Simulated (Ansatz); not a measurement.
The calculation used DFT PBE, scalar-relativistic, plane waves, PAW (Ansatz 0.2.0). All cells share a 420 eV cutoff and Γ-centred k meshes spaced at most about 0.3 Å⁻¹ (about 0.25 or finer for metals, 2π included). No spin polarisation in the final relaxations.

Temperature and zero-point effects are left out. All come from trial cells, and lower structures may exist.

Problem. These unrelaxed guesses for LiW are each relaxed within their symmetry. Order them by the energy at which they end, lowest first.
A.

```
Li W
1.0
     2.72683    0.00000    0.00000
    -1.36341    2.36150    0.00000
     0.00000    0.00000    4.33419
Li W
1 1
Cartesian
  0.0000 1.5743 0.0000
  1.3634 0.7872 2.1671
```

B.

```
Li W
1.0
     1.51168   -2.16791    0.00000
     1.51168    2.16791    0.00000
     0.00000    0.00000    4.20842
Li W
1 1
Direct
  0.50000 0.50000 0.50000
  0.00000 0.00000 0.00000
```

Solution. B (ends in Cmmm, 0 meV/atom), A (ends in P-6m2, 26 meV/atom). Even the lowest end lies +0.50 eV/atom against the elements.

Spin–orbit coupling, which can matter for W, is left out. Cells relaxed within their symmetry can be saddle points; a later kick test found a lower structure for LiW P-6m2.

Some structure types and database cells were kept out of the candidates from the start, so a known form may be missing.
